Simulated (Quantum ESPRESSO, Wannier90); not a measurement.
## Wannierisation of BaTiO3 (Amm2)

```
CELL_PARAMETERS angstrom
      3.98333     0.00000     0.00000
      0.00000     2.86259     2.87534
      0.00000    -2.86259     2.87534
ATOMIC_POSITIONS crystal
  Ba 0.00000 0.00341 0.00341
  Ti 0.50000 0.51850 0.51850
  O  0.50000 0.97843 0.49135
  O  0.50000 0.49135 0.97843
  O  0.00000 0.48820 0.48820
```

Structure: Materials Project mp-5777, symmetrised, not relaxed again. COD (Crystallography Open Database) has the formula in 5 space groups, this one among them (matched by group alone). Computed values, not measurements, from LDA: Quantum ESPRESSO (norm-conserving PseudoDojo potentials, cutoff 68 Ry, no spin polarisation, no spin-orbit coupling) on a Γ-centred 6×6×6 mesh, then Wannier90. Density: 8×8×8 mesh, cold smearing 0.01 Ry. Spin-orbit coupling is left out although heavy elements are present.

Functional, cutoff and mesh named above are those of the base row (68); the first column says what each row takes instead. Model: 12 functions from bands 6-8,12-20, start SCDM (isolated) (the valence bands). Energies are relative to the valence-band maximum; the misfit is to pw.x on a path, for all bands of the set. Only the plane-wave cutoff changes (density cutoff four times as high). Ω_total can sit in another minimum from row to row; Ω_I of an isolated set cannot. A star marks runs that hit the step limit.

```json
[
 {"ecutwfc (Ry)": "34", "Ω_I (Å²)": "12.93", "Ω_total (Å²)": "14.27*", "rms misfit (meV)": "12", "gap (eV)": "2.653", "ΔE to highest cutoff (meV/atom)": "4107.5", "plane waves a k-point, about (cost)": "1500", "rough cost of nscf and overlaps (first row = 1)": "1.0"},
 {"ecutwfc (Ry)": "42", "Ω_I (Å²)": "12.95", "Ω_total (Å²)": "14.31*", "rms misfit (meV)": "6.0", "gap (eV)": "2.304", "ΔE to highest cutoff (meV/atom)": "1538.2", "plane waves a k-point, about (cost)": "2000", "rough cost of nscf and overlaps (first row = 1)": "–"},
 {"ecutwfc (Ry)": "51", "Ω_I (Å²)": "12.99", "Ω_total (Å²)": "14.33*", "rms misfit (meV)": "2.1", "gap (eV)": "2.202", "ΔE to highest cutoff (meV/atom)": "424.8", "plane waves a k-point, about (cost)": "2700", "rough cost of nscf and overlaps (first row = 1)": "–"},
 {"ecutwfc (Ry)": "68", "Ω_I (Å²)": "13.02", "Ω_total (Å²)": "14.37", "rms misfit (meV)": "1.0", "gap (eV)": "2.133", "ΔE to highest cutoff (meV/atom)": "17.2", "plane waves a k-point, about (cost)": "4200", "rough cost of nscf and overlaps (first row = 1)": "–"},
 {"ecutwfc (Ry)": "84", "Ω_I (Å²)": "13.03", "Ω_total (Å²)": "14.35*", "rms misfit (meV)": "0.9", "gap (eV)": "2.131", "ΔE to highest cutoff (meV/atom)": "0.2", "plane waves a k-point, about (cost)": "5800", "rough cost of nscf and overlaps (first row = 1)": "–"},
 {"ecutwfc (Ry)": "105", "Ω_I (Å²)": "13.02", "Ω_total (Å²)": "14.36*", "rms misfit (meV)": "1.0", "gap (eV)": "2.131", "ΔE to highest cutoff (meV/atom)": "0.0", "plane waves a k-point, about (cost)": "8000", "rough cost of nscf and overlaps (first row = 1)": "–"}
]
```
